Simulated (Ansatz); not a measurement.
Relaxed-ion elastic tensor of SiGe in space group R-3m (No. 166; Si on 6c, Ge on 6c) in GPa (Voigt order), plane-wave PAW r²SCAN (Ansatz code); density 3.92 g/cm³, 21.33 Å³ per atom.

|  | 1 | 2 | 3 | 4 | 5 | 6 |
|---|---|---|---|---|---|---|
| 1 | 178 | 43.5 | 33.4 | -13.1 | 0.0 | 0.0 |
| 2 | 43.5 | 178 | 33.4 | 13.1 | 0.0 | 0.0 |
| 3 | 33.4 | 33.4 | 185 | 0.0 | 0.0 | 0.0 |
| 4 | -13.1 | 13.1 | 0.0 | 57.0 | 0.0 | 0.0 |
| 5 | 0.0 | 0.0 | 0.0 | 0.0 | 57.0 | -13.1 |
| 6 | 0.0 | 0.0 | 0.0 | 0.0 | -13.1 | 67.2 |

Q: Is the crystal mechanically stable?

A: Yes: the smallest eigenvalue of C is 48.0 GPa.

Q: Work out the Voigt, Reuss and Hill averages.

A: K_V = 84.6, K_R = 84.6, K_H = 84.6; G_V = 64.9, G_R = 61.7, G_H = 63.3 GPa.

Q: Give Young's modulus, Poisson's ratio, Pugh's ratio and the universal anisotropy index.

A: E = 9KG/(3K + G) = 152 GPa; ν = 0.20; K/G = 1.34 (brittle by the Pugh limit of 1.75); A_U = 5G_V/G_R + K_V/K_R − 6 = 0.26.

Q: Estimate the sound speeds and the Debye temperature.

A: v_l = √((K + 4G/3)/ρ) = 6570 m/s, v_t = √(G/ρ) = 4020 m/s, mean 4440 m/s; Θ = (h/k)(3n/4πV)^(1/3) v_m = 476 K.

Q: Solve the Christoffel equation for the three sound speeds along x, y, z.

A: Eigenvalues of C_ijkl n_j n_l equal ρv². In km/s, slowest first: x 3.50, 4.41, 6.74; y 3.77, 4.14, 6.76; z 3.81, 3.81, 6.87.

Q: How much does each axis shrink under pressure?

A: Linear compressibilities β_i = Σ_j S_ij (j = 1 to 3): x 3.9, y 3.9, z 4.0 per TPa.

The start of the workflow was typed in or built on a structure type; neither database checked (COD, Materials Project) lists it. Its standing as an ambient phase is unchecked. The r²SCAN relaxation kept the symmetry of its start; its stability against distortions is not shown here.

Potentials: the earlier of the program's two PAW sets.
